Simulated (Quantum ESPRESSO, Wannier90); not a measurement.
## HfS₂ (CdI2 type): Wannier90 run

```xyz
3
Lattice="3.6397 0.0000 0.0000 -1.8198 3.1520 0.0000 0.0000 0.0000 6.0556" Properties=species:S:1:pos:R:3 pbc="T T T"
Hf     0.0000     0.0000     0.0000
S     -1.8198     1.0507    -1.4294
S      1.8198    -1.0507     1.4294
```

Structure: Materials Project mp-985829, symmetrised, not relaxed again. Not found in the COD (Crystallography Open Database) copy used; not checked further. Method: PBEsol plane waves in Quantum ESPRESSO 7.5 (PseudoDojo norm-conserving files, 47 Ry, no spin polarisation, no spin-orbit coupling), Bloch states on a 12×12×6 mesh through Γ, Wannier90 4.0.1. Density: 12×12×6 mesh, cold smearing 0.01 Ry. The cell is built of weakly bound layers, chains or molecules, whose nearest atoms lie 3.83 Å apart. Database cells relaxed without dispersion often hold them too far apart, which can enlarge gaps and weakens couplings between them; spacing and stacking were not compared with the measured crystal. Spin-orbit coupling is left out although heavy elements are present.

Bands 5-12 form an isolated set from -12.99 to 0.00 eV relative to the valence-band maximum (on the path) and are turned into 8 Wannier functions by minimising the spread from the start: SCDM (isolated).

### Question
Where do the functions sit, how wide are they and what are they made of?

### Answer
```csv
functions,spread (Å²),"nearest atom, distance (Å)","second atom, distance (Å)",weight on atomic waves
6,1.85,S 0.68,Hf 1.87,"S 3p 58 %, Hf 5d 19 %, S 3s 15 %"
2,1.72,S 0.32,Hf 2.73,"S 3p 51 %, S 3s 39 %, Hf 5d 9 %"
```

Ω_I = 12.52 Å², Ω_total = 14.52 Å²; the interpolated bands follow pw.x to 0.5 meV rms on the path. It is the lowest total spread that any start reached here.
